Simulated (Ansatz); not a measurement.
InAs (zinc blende), conventional cell a = b = c = 6.0874 Å, α = β = γ = 90.00°. The calculation uses the primitive cell of 2 atoms, to which meshes and values per cell refer.

Two coordinates are scanned: the volume, and the ratio of the stretch along z (the conventional c axis) to the stretch across it. Atoms keep their fractional coordinates.

Level of theory: PBEsol (plane waves to 420 eV, PAW, scalar-relativistic; Ansatz, a program for electronic structure). k mesh 9×9×9 (Γ-centred), Fermi-Dirac smearing 0.05 eV. Stress and pressure are positive under compression. With partly filled bands, the response to shear is sensitive to the k mesh, so small differences along c/a are uncertain. At this level the bands of InAs touch or barely overlap; measurements give the solid a gap. InAs was relaxed with its symmetry unable to fall. The PAW data are Ansatz's earlier set. 

### Question
Estimate the σxx (GPa) for all points of the grid V/V₀ = 0.920, 0.960, 1.000, 1.040, 1.080 by (c/a)/(c/a)₀ = 0.960, 0.980, 1.000, 1.020, 1.040.

### Answer
σxx (GPa), with V/V₀ across and (c/a)/(c/a)₀ down:

```csv
(c/a)/(c/a)₀ \ V/V₀,0.920,0.960,1.000,1.040,1.080
0.960,5.2,2.1,-0.5,-2.4,-4.0
0.980,5.5,2.3,-0.2,-2.2,-3.8
1.000,5.7,2.5,0.0,-2.0,-3.6
1.020,5.9,2.7,0.2,-1.8,-3.3
1.040,6.1,3.0,0.5,-1.5,-3.1
```

(Under strain, the slope of the energy per volume gives the stress and its curvature an elastic modulus.)
